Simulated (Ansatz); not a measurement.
Sr2YSiO6 in Ansatz, relaxation

Run with:

```bash
ansatz run input.yaml --threads 2 --pin off --max-ram 2560MiB --backend cpu --events-out ev --progress --plain --runs-dir out
```

Input:

```yaml
crystal:
  lattice:
    - [0.0, 4.070247, 4.070247]
    - [4.070247, 0.0, 4.070247]
    - [4.070247, 4.070247, 0.0]
  atoms:
    - { symbol: Sr, position: [0.25, 0.25, 0.25] }
    - { symbol: Sr, position: [0.75, 0.75, 0.75] }
    - { symbol: "Y", position: [0.5, 0.5, 0.5] }
    - { symbol: O, position: [0.75, 0.25, 0.25] }
    - { symbol: O, position: [0.25, 0.75, 0.25] }
    - { symbol: O, position: [0.25, 0.75, 0.75] }
    - { symbol: O, position: [0.75, 0.25, 0.75] }
    - { symbol: O, position: [0.25, 0.25, 0.75] }
    - { symbol: O, position: [0.75, 0.75, 0.25] }
    - { symbol: Si, position: [0.0, 0.0, 0.0] }
  symmetry: { tolerance: 0.0003 }
kpoints:
  mp_grid: { grid: [7, 7, 7], shift: [0, 0, 0] }
magnetization:
  spin_polarized: false
scf:
  occupations: { method: cold, width: 0.2665 }
  lower_state_search: "off"
hamiltonian:
  pseudopotentials: { kind: paw }
  xc: pbe
basis:
  ecutwfc: 420
  fft_grid_basis: typed
relax:
  max_steps: 40
output:
  forces: true
  stress: true
  eigenvalues: true
  bader: true
  populations: true
  elf: true
  write_potential: true
  volumetric_format: npy
  dos:
    e_range: [-12, 8]
    de: 0.05
    projected: { site_lists: { O: [O], Si: [Si], Sr: [Sr], "Y": ["Y"] } }
checkpoint:
  read: saved_state
```

Origin of the cell: a known structure type with other elements, at an estimated volume, so it need not be a known compound.

The saved state is a converged single point of the same cell.

Steps:

```csv
step,ΔF (meV/atom),max force component (eV/Å),SCF iterations,step was
1,0.0,5.963,5,accepted
2,-361.2,1.389,6,accepted
3,-380.9,0.014,5,accepted
4,-380.9,0.013,3,accepted
5,-380.9,0.000,4,accepted
```

Step 1, with forces in eV/Å:

```xyz
10
Lattice="0.000 4.070 4.070 4.070 0.000 4.070 4.070 4.070 0.000" Properties=species:S:1:pos:R:3:forces:R:3 pbc="T T T" step=1
Sr    2.035    2.035    2.035    0.000    0.000    0.000
Sr    6.105    6.105    6.105    0.000    0.000    0.000
Y     4.070    4.070    4.070    0.000    0.000    0.000
O     2.035    4.070    4.070   -5.963    0.000    0.000
O     4.070    2.035    4.070    0.000   -5.963    0.000
O     6.105    4.070    4.070    5.963    0.000    0.000
O     4.070    6.105    4.070    0.000    5.963    0.000
O     4.070    4.070    2.035    0.000    0.000   -5.963
O     4.070    4.070    6.105    0.000    0.000    5.963
Si    0.000    0.000    0.000    0.000    0.000    0.000
```

Step 2, with forces in eV/Å:

```xyz
10
Lattice="0.000 4.070 4.070 4.070 0.000 4.070 4.070 4.070 0.000" Properties=species:S:1:pos:R:3:forces:R:3 pbc="T T T" step=2
Sr    2.035    2.035    2.035    0.000    0.000    0.000
Sr    6.105    6.105    6.105    0.000    0.000    0.000
Y     4.070    4.070    4.070    0.000    0.000    0.000
O     1.871    4.070    4.070   -1.389    0.000    0.000
O     4.070    1.871    4.070    0.000   -1.389    0.000
O     6.269    4.070    4.070    1.389    0.000    0.000
O     4.070    6.269    4.070    0.000    1.389    0.000
O     4.070    4.070    1.871    0.000    0.000   -1.389
O     4.070    4.070    6.269    0.000    0.000    1.389
Si    0.000    0.000    0.000    0.000    0.000    0.000
```

Step 5, with forces in eV/Å:

```xyz
10
Lattice="0.000 4.070 4.070 4.070 0.000 4.070 4.070 4.070 0.000" Properties=species:S:1:pos:R:3:forces:R:3 pbc="T T T" step=5
Sr    2.035    2.035    2.035    0.000    0.000    0.000
Sr    6.105    6.105    6.105    0.000    0.000    0.000
Y     4.070    4.070    4.070    0.000    0.000    0.000
O     1.824    4.070    4.070    0.000    0.000    0.000
O     4.070    1.824    4.070    0.000    0.000    0.000
O     6.316    4.070    4.070    0.000    0.000    0.000
O     4.070    6.316    4.070    0.000    0.000    0.000
O     4.070    4.070    1.824    0.000    0.000    0.000
O     4.070    4.070    6.316    0.000    0.000    0.000
Si    0.000    0.000    0.000    0.000    0.000    0.000
```

| Item | Value |
| --- | --- |
| Free energy lowered by | 380.9 meV/atom |
| Final pressure | -5.97 GPa |
| Relaxation steps listed | 5 |

Caveats: no moments, though an odd count or open d shells may carry them; the SCF threshold is looser than advised for a stress; the given cell is far from equilibrium, with atoms too close or a volume far off; the relaxation held the start's symmetry, so the end may be a saddle point; wide smearing.

It ran for 58 s of wall time on 2 CPU thread(s) of a shared host, from a saved density.
